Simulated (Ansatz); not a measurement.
Relaxed-ion elastic tensor of Re (diamond, space group No. 227) in GPa (Voigt order), DFT-r²SCAN in the program Ansatz with PAW potentials; density 13.97 g/cm³, 22.13 Å³ per atom.

```
  212    179    179    0.0    0.0    0.0
  179    212    179    0.0    0.0    0.0
  179    179    212    0.0    0.0    0.0
  0.0    0.0    0.0  -58.9    0.0    0.0
  0.0    0.0    0.0    0.0  -58.9    0.0
  0.0    0.0    0.0    0.0    0.0  -58.9
```

Task: Is the crystal mechanically stable?

Result: No: the smallest eigenvalue of C is -58.9 GPa.

Space group Fd-3m (diamond). The start of the workflow was typed in or built on a structure type; neither database checked (COD, Materials Project) lists it. It is not the phase usual at ambient conditions (space group No. 194). The r²SCAN relaxation kept the symmetry of its start. At this level the phase is mechanically unstable. No spin polarisation was allowed. As this level gives no gap, shear constants depend on the k-mesh and smearing (Fermi–Dirac, 0.1 eV here). Scalar-relativistic: spin–orbit coupling is off unless named, which matters more the heavier the elements.

Potentials: the earlier of the program's two PAW sets.
